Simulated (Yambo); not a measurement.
**KPSO$_{3}$H$_{2}$: lowest vertical excitons**

```
CELL_PARAMETERS angstrom
      3.29197    -3.18732     0.00000
      3.29197     3.18732     0.00000
     -1.89121     0.00000     5.71203
ATOMIC_POSITIONS crystal
  H  0.20698 0.82968 0.18892
  H  0.82968 0.20698 0.18892
  O  0.10708 0.10708 0.10396
  O  0.26232 0.65118 0.26954
  O  0.65118 0.26232 0.26954
  P  0.34486 0.34486 0.11121
  S  0.38481 0.38481 0.79799
  K  0.84726 0.84726 0.61191
```

The geometry is that of Materials Project entry mp-643033, symmetrised and not relaxed again.

BSE in Yambo on PBEsol (Quantum ESPRESSO, PseudoDojo norm-conserving, 84 Ry, scalar-relativistic) bands: 4×4×4 mesh, 10 valence and 14 conduction bands, static screening with 64 bands and a 3 Ry block, scissor 2.71 eV, Tamm-Dancoff; field along x.

| state | energy (eV) | states within 2 meV | relative strength | class | main transitions |
|---|---|---|---|---|---|
| 1 | 5.95 | 1 | 0.40 | strong | VB → CB (67 %) |
| 2 | 6.07 | 1 | < 0.01 | dark | several band pairs |
| 3 | 6.13 | 1 | < 0.01 | dark | several band pairs |
| 4 | 6.36 | 1 | 0.51 | strong | VB → CB (71 %) |
| 5 | 6.45 | 1 | < 0.01 | dark | VB−1 → CB (71 %) |
| 6 | 6.47 | 1 | 0.19 | strong | several band pairs |
| 7 | 6.64 | 1 | < 0.01 | dark | several band pairs |
| 8 | 6.81 | 1 | 1.00 | strong | VB → CB (80 %) |
| 9 | 6.90 | 1 | < 0.01 | dark | VB−1 → CB (76 %) |
| 10 | 7.00 | 1 | 0.04 | weak | VB → CB (96 %) |

These are vertical excitations (zero momentum). The direct quasiparticle gap on this mesh is 7.17 eV; counted from there, state 1 is bound by 1.22 eV. Convergence with the mesh was not shown.

Spin singlets only. Strengths are relative to the strongest of the lowest states of this run; strong means a line over 3 % of the spectrum's maximum, dark under 0.03 %. Absolute energies carry the error of the G0W0 scissor, whose convergence isn't established; the long-wavelength screening was taken along (1,1,1) although the crystal is anisotropic.
